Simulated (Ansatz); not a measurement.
A geometry of SnO away from equilibrium: step 17 of the relaxation of a generated cell, SnO placed in the AFLOW prototype AB_oI4_44_a_b (as in GaAs). These are r2SCAN (plane waves to 500 eV, PAW, scalar-relativistic; Ansatz, a first-principles code) values and carry that method's errors. Γ-centred k-mesh 10×10×10 on the run's cell (coarser than for final values), Fermi–Dirac smearing 0.05 eV.

```xyz
2
Lattice="-2.6010 1.7867 1.8268 2.6010 -1.7867 1.8268 2.6010 1.7867 -1.8268" Properties=species:S:1:pos:R:3:forces:R:3 pbc="T T T" free_energy=-6606.346 pressure_GPa=2.3
O      0.0000     0.0000    -0.5015    0.0000    0.0000    0.0087
Sn     0.0000     1.7867     0.7755    0.0000    0.0000   -0.0087
```

Positions in Å, forces in eV/Å, free energy of the cell in eV (comparable only within this code, potentials and settings). Largest force: 0.01 eV/Å, on O1, Sn2 (atoms numbered as listed); the geometry lies 0.09 eV/atom above the end of its relaxation.

No spin polarisation in the result. No dispersion correction is included, so spacings between layers, chains or molecules are soft and tend to come out too large.

The run could not lose the symmetry of its start, so the end can be a saddle point.

The end of the path is a generated cell of SnO: the first start was made by placing the elements on the sites of a structure type, and the end was not matched to a known phase here, so it may be hypothetical. Known forms of SnO include space group No. 129.
